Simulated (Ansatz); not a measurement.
Here is an unrelaxed guess for SnPb₅S₆.

Space group P4/mmm (No. 123). a = 4.246 Å, b = 4.246 Å, c = 18.013 Å, α = 90.00°, β = 90.00°, γ = 90.00°
```csv
atom,site,symmetry,x,y,z
Sn,1d,4/mmm,0.5000,0.5000,0.5000
Pb,1a,4/mmm,0.0000,0.0000,0.0000
Pb,2h,4mm,0.5000,0.5000,0.1667
Pb,2g,4mm,0.0000,0.0000,0.3333
S,2g,4mm,0.0000,0.0000,0.1667
S,2h,4mm,0.5000,0.5000,0.3333
S,1b,4/mmm,0.0000,0.0000,0.5000
S,1c,4/mmm,0.5000,0.5000,0.0000
```

Level of theory: DFT PBE, scalar-relativistic, plane waves, PAW (Ansatz 0.2.0). Plane waves to 420 eV, a k mesh through Γ of 4×4×1 on the computed 12-atom cell and Gaussian smearing (0.10 eV); no spin polarisation.

The zero of energy is the elements' standard structures at the same level; no fitted shifts are applied. The references include grey tin.

**Question.** How far from equilibrium is it?

**Answer.** The pressure is -0.6 GPa (the mean over three directions, positive in compression), the largest force is 0.18 eV/Å, and the energy is −0.53 eV/atom against the elements. The shortest distance is 3.00 Å.

**Question.** Is it a good guess?

**Answer.** A good one: relaxing gains under 0.03 eV/atom in 7 ionic steps and ends at −0.524 eV/atom on the finer mesh. The symmetry stays P4/mmm (No. 123). The volume per atom shrinks by 0.9 %, from 27.1 to 26.8 Å³. The shortest distance goes from 3.00 Å (Pb–S and Sn–S) to 2.93 Å (Sn–S). Conventional cell: a = 4.232 Å, c = 17.954 Å. Sn has 6 S at 2.93–2.99 Å; Pb on a site of symmetry 4/mmm has 6 S at 2.99–3.00 Å; S on a site of symmetry 4mm has 6 Pb at 2.99–3.01 Å; 5 more sites not described.

The last run used an 8×8×2 mesh (in the run's order of axes) for its 12-atom cell and Gaussian smearing of 0.01 eV. Spin–orbit coupling, which can matter for Pb, is left out. The reference form of S is held partly by dispersion forces, which this level lacks. The relaxation can't lower the symmetry of the start, and the grade says only how near the guess is to its own end. Symmetry constrained the relaxation, so the result can be a saddle point.
